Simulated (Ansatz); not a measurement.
Data:

GaAs (zinc blende, F-43m), a = b = c = 5.6665 Å, α = β = γ = 90.00°; the cell used has 2 atoms.

This is the r²SCAN-relaxed structure.

Task: All from r²SCAN (plane waves, PAW; program Ansatz), unless another level is named. Estimate the Bader charges.

Result: As -0.76, Ga +0.76 e.

Task: Give the largest static χ(2) component.

Result: 220 pm/V.

Task: What about the electronic dielectric constant ε∞ (DFPT)?

Result: 11.6.

Task: Predict the static dielectric constant ε0 (ions relaxed, cell fixed).

Result: 13.6.

The cell was relaxed with r²SCAN under the symmetry of its start; phonons on a q-mesh show no instability. Scalar-relativistic: spin–orbit coupling is off unless named, which matters more the heavier the elements.

Potentials: the later of the program's two PAW sets.
